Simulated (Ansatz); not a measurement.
## ScAl: a vibration from a frozen displacement

The calculation used DFT r2SCAN, scalar-relativistic, plane waves, PAW in Ansatz 0.2.0. Cutoff 500 eV, Γ-centred 14×14×14 k-points, Gaussian smearing of 0.15 eV. No spin polarisation. Energies are free energies at this smearing, counted from the undisturbed cell; pressure is positive in compression.

Reference structure (as given, not relaxed at this level; it stands at 0.0 GPa, and it needn't be the usual structure):

```xyz
2
Lattice="3.3703 0.0000 0.0000 0.0000 3.3703 0.0000 0.0000 0.0000 3.3703" Properties=species:S:1:pos:R:3 pbc="T T T"
Sc    1.6852    1.6852    1.6852
Al    0.0000    0.0000    0.0000
```

Every Sc atom is moved by x along the Cartesian unit vector (0.000, 0.000, 1.000); the cell and all other atoms stay fixed. The cell's volume is 38.28 Å³; the moved atoms weigh 44.956 u together and the others 26.982 u. Some rows repeat others by symmetry and weren't run.

```
  x (Å)  ΔE (meV/cell) total force on the moved atoms along the move (eV/Å) pressure (GPa)
-0.5000         654.03                                                2.5395          6.5124
-0.4375         504.02                                                2.2574          5.0581
-0.3750         372.19                                                1.9586          3.7581
-0.3125         259.46                                                1.6468          2.6299
-0.2500         166.52                                                1.3258          1.6885
-0.1875          93.86                                                0.9986          0.9454
-0.1250          41.77                                                0.6676          0.4088
-0.0625          10.45                                                0.3343          0.0845
 0.0000           0.00                                                0.0000         -0.0241
 0.0625          10.45                                               -0.3343          0.0845
 0.1250          41.77                                               -0.6676          0.4088
 0.1875          93.86                                               -0.9986          0.9454
 0.2500         166.52                                               -1.3258          1.6885
 0.3125         259.46                                               -1.6468          2.6299
 0.3750         372.19                                               -1.9586          3.7581
 0.4375         504.02                                               -2.2574          5.0581
 0.5000         654.03                                               -2.5395          6.5124
```

Q: What frequency belongs to this motion?

A: The force constant is k = −dF/dx = 5.349 eV/Å², from the parabola through x = -0.0625, 0 and 0.0625. In every cell the moved atoms swing against the rest, so the mass is μ = m₁m₂/(m₁ + m₂) = 16.862 u, and ν̃ = 521.5 cm⁻¹ × √(|k|/μ) = 294 cm⁻¹. To first order in x, and within 1 %, the force on every atom lies along the move and, within each of the two groups, in proportion to the atom's mass, so this is itself a mode at the zone centre of this cell.

Q: How far does the harmonic law reach?

A: At x = -0.500 Å, kx²/2 = 668.60 meV against the computed 654.03 meV (-2.2 %): the well is still close to harmonic there.

Q: The pressure changes with x². What does that say about the frequency under compression?

A: With E = k(V)x²/2, k ∝ V^(−2γ) and x scaling with the cell as V^(1/3), P − P0 = −∂E/∂V = (2γ − 2/3) ΔE/V. At x = 0.1250 Å, V(P − P0) = 38.28 × 0.43284 / 160.2 eV = 103.43 meV and ΔE = 41.77 meV, so γ = 1/3 + V(P − P0)/(2ΔE) = 1.57. This is the Grüneisen parameter of the motion under uniform scaling of the cell: shrinking the cell evenly by 1 % in volume raises the frequency by about 1.57 %.

In a metal these slopes depend on the k mesh and the smearing.